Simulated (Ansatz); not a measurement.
## Ta3N: what symmetry allows forces and stress to be

```
Ta N
1.0
     3.12131    0.09733    0.18193
    -1.47636    2.75181   -0.18193
     0.45145   -0.26064    7.74858
Ta N
3 1
Direct
  0.94909 0.94909 0.50000
  0.35167 0.72903 0.17736
  0.72903 0.35167 0.82264
  0.97021 0.97021 0.00000
```

Theory: DFT PBEsol, scalar-relativistic, plane waves, PAW (Ansatz 0.2.0).

Cutoff 420 eV; k points 14×14×6 on the computed 4-atom cell (Γ-centred); Gaussian smearing, width 0.10 eV; no spin polarisation.

This distorted cell has space group C2, with 2 operations.

**Question.** Without a calculation: in which directions can each atom feel a force?

**Answer.** A force must be left unchanged by every operation that keeps its atom in place, so it lies in the space that those operations leave fixed. Atoms that the group maps onto each other feel forces of one size.
| atom | site symmetry | operations at the site | equivalent to atom | allowed force (Cartesian) |
| --- | --- | --- | --- | --- |
| Ta1 | 2 | 2 | 1 | along (0.50, 0.87, 0.00) |
| Ta2 | 1 | 1 | 2 | any direction |
| Ta3 | 1 | 1 | 2 | any direction |
| N4 | 2 | 2 | 4 | along (0.50, 0.87, 0.00) |

That leaves 5 independent force components of 12, tied by 1 condition that the forces sum to zero, so 4 remain. A relaxation in this cell that keeps the symmetry moves the atoms in these directions alone.

**Question.** And the stress tensor?

**Answer.** It must be invariant under the point group, which leaves 4 independent components. Linear relations between components hold in this frame.

**Question.** Do the computed values obey this?

**Answer.** Yes. Forces (eV/Å):
```
Ta1 -0.178 -0.309  0.000
Ta2 -0.137 -0.591 -0.838
Ta3 -0.444 -0.415  0.838
N4   0.759  1.315  0.000
```

Stress (GPa, compression positive, xx yy zz yz xz xy): -24.29 -29.81 -22.84 1.94 -3.36 -4.78. The program imposes the same operations on density, forces and stress, so this confirms the analysis and is no independent test of the calculation.

Spin–orbit coupling is left out, which can shift energies with elements as heavy as these.